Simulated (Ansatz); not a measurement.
TiS2 (CdI2 type)

```
CELL_PARAMETERS angstrom
      3.29787     0.00000     0.00000
     -1.64893     2.85604     0.00000
      0.00000     0.00000     5.33994
ATOMIC_POSITIONS crystal
  Ti 0.00000 0.00000 0.00000
  S  0.33333 0.66667 0.26877
  S  0.66667 0.33333 0.73123
```

The slice is a (1 -1 0 0) plane (indices of the conventional cell) through the point (0.000, 0.000, 0.000) (fractional), spanned by u = [110] and v = [001] in vectors of this cell: u (3.30 Å) and v (5.34 Å, at 90° to u). It covers one period; positions are fractions (u, v).

Method: PBEsol-D3(BJ) (plane waves to 420 eV, PAW, scalar-relativistic; Ansatz, a quantum-chemistry and plane-wave program). k mesh 16×16×9. Inside the PAW spheres the values are not all-electron values, and peaks at nuclei hang on which shells count as valence. The PAW data are Ansatz's earlier set. TiS2 is run without spin polarisation. TiS2 was relaxed with its symmetry unable to fall.

Three fields on this plane, each scaled to ten steps between its own extremes (0 low, 9 high; the total valence density on a logarithmic scale, the potential cut 8 eV below its top; x marks points blanked near nuclei; v = 0 in the bottom row):

Map A
```
|xxxxxx123321xxxxx|
|xxxxx12455421xxxx|
|xxxxx14677641xxxx|
|xxxx1368888631xxx|
|xx11368999986311x|
|00125899999985210|
|00136899xx9986310|
|0124689xxxx986421|
|01136899xx9986311|
|00124789999874210|
|00013567887653100|
|00001234554321000|
|00000112222110000|
|00000001111000000|
|00000112222110000|
|00001234554321000|
|00013567887653100|
|00124789999874210|
|01136899xx9986311|
|0124689xxxx986421|
|00136899xx9986310|
|00125899999985210|
|xx11368999986311x|
|xxxx1368888631xxx|
|xxxxx14677641xxxx|
|xxxxx12455421xxxx|
|xxxxxx123321xxxxx|
|xxxxxx012210xxxxx|
```

Map B
```
|xxxxxx035530xxxxx|
|xxxxx00344300xxxx|
|xxxxx01344310xxxx|
|xxxx0023333200xxx|
|xx00022111122000x|
|00023210000123200|
|33444310xx0134443|
|6666541xxxx145666|
|77776520xx0256777|
|88887642112467888|
|99988765445678899|
|99998877667788999|
|99999888778889999|
|99999988888899999|
|99999888778889999|
|99998877667788999|
|99988765445678899|
|88887642112467888|
|77776520xx0256777|
|6666541xxxx145666|
|33444310xx0134443|
|00023210000123200|
|xx00022111122000x|
|xxxx0023333200xxx|
|xxxxx01344310xxxx|
|xxxxx00344300xxxx|
|xxxxxx035530xxxxx|
|xxxxxx035530xxxxx|
```

Map C
```
|xxxxxx766667xxxxx|
|xxxxx87777778xxxx|
|xxxxx87788778xxxx|
|xxxx8888888888xxx|
|xx88888999988888x|
|66677899999987766|
|55667899xx9987665|
|4456789xxxx987654|
|34456789xx9876544|
|23345678888765433|
|12234567777654322|
|11123456666543211|
|00112345555432110|
|00012344554432100|
|00112345555432110|
|11123456666543211|
|12234567777654322|
|23345678888765433|
|34456789xx9876544|
|4456789xxxx987654|
|55667899xx9987665|
|66677899999987766|
|xx88888999988888x|
|xxxx8888888888xxx|
|xxxxx87788778xxxx|
|xxxxx87777778xxxx|
|xxxxxx766667xxxxx|
|xxxxxx766667xxxxx|
```

### Question
Assign the maps to these fields: electron localisation function (ELF); valence electron density; electrostatic potential energy of an electron, from the cell's mean.

### Answer
A is the electron localisation function (ELF); B is the electrostatic potential energy of an electron, from the cell's mean; C is the valence electron density.
